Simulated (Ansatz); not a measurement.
Consider the following.

In3Co:
```yaml
crystal:
  lattice:
    - [6.76531, 0.00000, 0.00000]
    - [0.00000, 6.76531, 0.00000]
    - [0.00000, 0.00000, 7.01065]
  atoms:
    - { symbol: In, position: [0.50000, 0.00000, 0.00000] }
    - { symbol: In, position: [0.50000, 0.00000, 0.50000] }
    - { symbol: In, position: [0.00000, 0.50000, 0.50000] }
    - { symbol: In, position: [0.00000, 0.50000, 0.00000] }
    - { symbol: In, position: [0.65448, 0.65448, 0.25613] }
    - { symbol: In, position: [0.34552, 0.34552, 0.74387] }
    - { symbol: In, position: [0.84552, 0.15448, 0.75613] }
    - { symbol: In, position: [0.15448, 0.84552, 0.24387] }
    - { symbol: In, position: [0.34552, 0.34552, 0.25613] }
    - { symbol: In, position: [0.65448, 0.65448, 0.74387] }
    - { symbol: In, position: [0.15448, 0.84552, 0.75613] }
    - { symbol: In, position: [0.84552, 0.15448, 0.24387] }
    - { symbol: Co, position: [0.84970, 0.84970, 0.00000] }
    - { symbol: Co, position: [0.15030, 0.15030, 0.00000] }
    - { symbol: Co, position: [0.65030, 0.34970, 0.50000] }
    - { symbol: Co, position: [0.34970, 0.65030, 0.50000] }
```

This is the PBEsol-relaxed structure.

Task: All from plane-wave PAW PBEsol (Ansatz code), unless another level is named. Give the formation energy from the elements (no fitted shifts).

Result: -0.063 eV/atom.

Task: Next, the density of states at the Fermi level?

Result: 0.23 states/eV per atom (mean over ±0.08 eV).

Space group P4_2/mnm. The first step of the workflow began from a Materials Project structure, measured or hypothetical; the Crystallography Open Database files this formula in space group No. 136, but the cells were not matched. Its standing as an ambient phase is unchecked. The PBEsol relaxation kept the symmetry of its start; whether a distortion lowers the energy is not shown. The run is not spin-polarised. The references are the lowest solids computed at this level, not always the standard phases. Spin–orbit coupling is left out wherever it is not named.

Potentials: the later of the program's two PAW sets.
